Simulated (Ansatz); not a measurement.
## BW2: do energies and stresses tell the same story?

The calculation used DFT PBEsol, scalar-relativistic, plane waves, PAW in Ansatz.

Settings: cutoff 420 eV, Γ-centred mesh 10×10×10 on the computed 6-atom cell, Gaussian smearing of 0.10 eV; no spin polarisation.

Relaxed cell: I4/mcm, a = 5.536 Å, b = 5.536 Å, c = 4.751 Å, α = 90.00°, β = 90.00°, γ = 90.00°, 6 atoms in the primitive cell. Whether it is the stable form of this composition wasn't checked.

Energies at zero smearing and pressures from the stress tensor, at volumes with shape and atoms relaxed:
```
V (Å³/atom) E − E(first) (meV/atom) P (GPa)
     11.406                     0.00    24.47
     11.770                   -40.23    11.29
     12.134                   -52.67     0.00
     12.498                   -41.35    -9.67
     12.862                    -9.71   -17.94
```

**Question.** Check P = −dE/dV between neighbouring volumes, and get the bulk modulus from the pressures alone.

**Answer.** With 1 eV/Å³ = 160.2 GPa:
```tsv
middle V (Å³/atom)	−ΔE/ΔV (GPa)	mean P (GPa)
11.588	17.705	17.883
11.952	5.479	5.645
12.316	-4.984	-4.837
12.680	-13.926	-13.806
```

The two differ by 0.18 GPa at most. The mean of two end pressures misses the average over a step by about ΔV² P″/12, up to 0.17 GPa here; with that taken off 0.02 GPa remains. Around V = 12.134 Å³/atom, the two neighbours give B = −V ΔP/ΔV = 12.134 × 20.96 / 0.728 = 349.4 GPa, against B0 = 347.9 GPa from the Birch–Murnaghan fit of the energies.

Spin–orbit coupling is left out, which can shift energies with elements as heavy as these.